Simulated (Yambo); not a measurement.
Yambo run on Ba2MgH6 (space group P-3m1, No. 164). The wavefunctions are LDA (Quantum ESPRESSO, PseudoDojo norm-conserving, 84 Ry, scalar-relativistic) ones on a 3×3×4 mesh (18 occupied bands); a = b = 5.718 Å, c = 4.538 Å, α = β = 90.00°, γ = 120.00°.

Yambo input:

```
rim_cut
HF_and_locXC
RandQpts= 1000000
RandGvec= 1 Ry
EXXRLvcs= 84 Ry
VXCRLvcs= 336 Ry
% QPkrange
 1 | 1 | 18 | 19 |
 3 | 3 | 18 | 19 |
 4 | 4 | 18 | 19 |
 9 | 9 | 18 | 19 |
%
```

k points by index: 1 = Γ, 3 = A, 4 = (0, 0.333, 0), 9 = H.

The o-*.hf file then holds:

```
#    K-point    Band    Eo [eV]    Ehf [eV]    Vxc [eV]    Vnlxc [eV]
#
    1    18    -0.092675    -2.904606    -10.94051    -13.75244
    1    19    2.604350    7.075479    -9.084198    -4.613070
    3    18    -1.517552    -4.755921    -10.22998    -13.46835
    3    19    4.702540    9.768077    -9.907298    -4.841760
    4    18    0.000000    -2.810413    -10.98743    -13.79784
    4    19    3.275544    7.896666    -9.335375    -4.714253
    9    18    -1.029088    -4.323568    -10.92076    -14.21524
    9    19    3.388838    8.243909    -9.630218    -4.775147
```
Exchange alone, without screening.

Geometry of the Materials Project entry, not relaxed at this level.

The structure is a Materials Project entry; no match was found in the copy of COD used, and its stability was not checked.
